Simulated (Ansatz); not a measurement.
TiSi$_{2}$:
Space group Cmcm (No. 63); a = 3.5151 Å, b = 13.3445 Å, c = 3.5570 Å, α = β = γ = 90.00°

| atom | site | symmetry | x | y | z |
|---|---|---|---|---|---|
| Ti | 4c | m2m | 0.0000 | 0.1024 | 0.7500 |
| Si | 4c | m2m | 0.0000 | 0.5601 | 0.2500 |
| Si | 4c | m2m | 0.0000 | 0.2496 | 0.2500 |
(The calculation used a cell of 6 atoms; values per cell refer to that cell.)

Relaxed with PBEsol.

Which orbitals make up the states near the Fermi level in the program Ansatz at the PBEsol level (PAW)?

Within 0.5 eV of the Fermi level: Ti 3d 71 %, Si 3p 21 %. Projections are on Löwdin-orthogonalised atomic valence shells; empty p or d shells of many metals are not among them.

Tabulate the density of states.

States/eV per cell of 6 atoms, in 0.25 eV bins, energy from the Fermi level.

| E (eV) | total | Ti 3d | Si 3p | Si 3s |
|---|---|---|---|---|
| -7.85 | 1.62 | 0.19 | 0.60 | 0.77 |
| -7.60 | 1.51 | 0.19 | 0.49 | 0.79 |
| -7.35 | 1.11 | 0.15 | 0.37 | 0.56 |
| -7.10 | 0.98 | 0.14 | 0.32 | 0.49 |
| -6.85 | 1.22 | 0.16 | 0.44 | 0.55 |
| -6.60 | 1.41 | 0.18 | 0.57 | 0.55 |
| -6.35 | 1.49 | 0.18 | 0.78 | 0.41 |
| -6.10 | 1.28 | 0.16 | 0.77 | 0.28 |
| -5.85 | 1.32 | 0.16 | 0.85 | 0.23 |
| -5.60 | 1.66 | 0.21 | 1.08 | 0.26 |
| -5.35 | 2.12 | 0.28 | 1.33 | 0.35 |
| -5.10 | 2.27 | 0.31 | 1.44 | 0.36 |
| -4.85 | 1.90 | 0.29 | 1.22 | 0.26 |
| -4.60 | 1.93 | 0.32 | 1.24 | 0.25 |
| -4.35 | 2.21 | 0.38 | 1.44 | 0.25 |
| -4.10 | 2.58 | 0.47 | 1.69 | 0.27 |
| -3.85 | 2.89 | 0.54 | 1.93 | 0.26 |
| -3.60 | 3.22 | 0.69 | 2.14 | 0.24 |
| -3.35 | 3.55 | 0.89 | 2.30 | 0.21 |
| -3.10 | 3.91 | 1.08 | 2.45 | 0.21 |
| -2.85 | 4.09 | 1.35 | 2.37 | 0.20 |
| -2.60 | 4.50 | 1.81 | 2.33 | 0.17 |
| -2.35 | 4.21 | 1.90 | 2.03 | 0.13 |
| -2.10 | 3.69 | 1.83 | 1.63 | 0.10 |
| -1.85 | 3.30 | 1.75 | 1.31 | 0.11 |
| -1.60 | 3.34 | 1.87 | 1.19 | 0.14 |
| -1.35 | 3.00 | 1.68 | 1.03 | 0.14 |
| -1.10 | 2.45 | 1.49 | 0.74 | 0.09 |
| -0.85 | 2.09 | 1.36 | 0.56 | 0.07 |
| -0.60 | 1.48 | 0.99 | 0.37 | 0.04 |
| -0.35 | 1.32 | 0.92 | 0.30 | 0.03 |
| -0.10 | 1.62 | 1.14 | 0.35 | 0.04 |
| 0.15 | 1.53 | 1.13 | 0.28 | 0.03 |
| 0.40 | 2.36 | 1.64 | 0.49 | 0.09 |
| 0.65 | 3.66 | 2.39 | 0.84 | 0.19 |
| 0.90 | 3.55 | 2.26 | 0.77 | 0.26 |
| 1.15 | 4.43 | 2.73 | 0.94 | 0.40 |
| 1.40 | 5.03 | 3.26 | 0.97 | 0.38 |
| 1.65 | 7.28 | 5.26 | 1.06 | 0.38 |
| 1.90 | 5.47 | 3.96 | 0.77 | 0.34 |
| 2.15 | 3.84 | 2.17 | 0.80 | 0.48 |
| 2.40 | 5.47 | 3.13 | 0.99 | 0.72 |
| 2.65 | 5.96 | 3.33 | 1.07 | 0.79 |
| 2.90 | 5.16 | 2.67 | 1.09 | 0.65 |
| 3.15 | 5.26 | 2.46 | 1.31 | 0.59 |
| 3.40 | 4.90 | 2.15 | 1.37 | 0.53 |
| 3.65 | 3.94 | 1.67 | 1.12 | 0.41 |
| 3.90 | 4.13 | 1.49 | 1.35 | 0.37 |

Symmetry was held in the PBEsol relaxation; of distortions, only those at the zone centre were tested. No spin polarisation was allowed.

Potentials: the earlier of the program's two PAW sets.
